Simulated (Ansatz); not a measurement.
# Levels of theory for Ga3AsN2 (ordering on zincblende)

All numbers come from Ansatz. Note: simulated data, non-magnetic, for a generated structure that need not be the stable one.

Structure: Ga3AsN2, ordered on the zincblende lattice (I-4m2) with 6 atoms a cell, at its r2SCAN minimum. Space group I-4m2 (No. 119), tetragonal; conventional cell a = 3.478 Å, c = 14.442 Å, 14.55 Å³ an atom. N has 4 Ga at 2.00–2.03 Å; Ga has 4 N at 2.00 Å; Ga has 2 N at 2.03 Å and 2 As at 2.34 Å; As has 4 Ga at 2.34 Å.

```yaml
crystal:
  lattice:
    - [-1.73877, 1.73877, 7.22099]
    - [1.73877, -1.73877, 7.22099]
    - [1.73877, 1.73877, -7.22099]
  atoms:
    - { symbol: N, position: [0.18116, 0.18116, 0.00000] }
    - { symbol: Ga, position: [0.75000, 0.25000, 0.50000] }
    - { symbol: N, position: [0.81884, 0.81884, 0.00000] }
    - { symbol: Ga, position: [0.39126, 0.89126, 0.50000] }
    - { symbol: As, position: [0.50000, 0.50000, 0.00000] }
    - { symbol: Ga, position: [0.10874, 0.60874, 0.50000] }
```

On this one geometry the levels give:

| level | k mesh | gap (eV) | kind | edges | least direct gap (eV) | rough cost |
| --- | --- | --- | --- | --- | --- | --- |
| PBE | 10×10×10 | none (overlap 0.34) | – | – | – | 80 core-seconds |
| PBE+SOC | 10×10×10 | none (overlap 0.26) | – | – | – | 7 core-minutes |
| r2SCAN | 10×10×10 | none (overlap 0.34) | – | – | – | 2.4 core-minutes |

All runs use a smearing of 0.02 eV.
Wave cutoffs: 420 eV, 500 eV (r2SCAN).
Points off the special ones are mesh points or PBE's searched band edges, reused at the other levels.
Costs come from shared machines and give only the order; PBE's includes the band path. The runs had 4 threads of AMD EPYC 7R43 64-Core Processor (Zen 3), with other jobs on the host.

r2SCAN gives no gap: the lowest nominally empty band dips 0.34 eV below the top of the last filled one (its bottom at Γ–M (0.20 of the way from Γ), the top at S), so the cell is a metal or semimetal at this level. PBE+SOC gives no gap: the lowest nominally empty band dips 0.26 eV below the top of the last filled one (its bottom at Γ–M (0.30 of the way from Γ), the top at S), so the cell is a metal or semimetal at this level.

No level opens a gap, but no hybrid is among them, and semilocal functionals can close a real gap.

Only the levels marked +SOC include spin-orbit coupling.
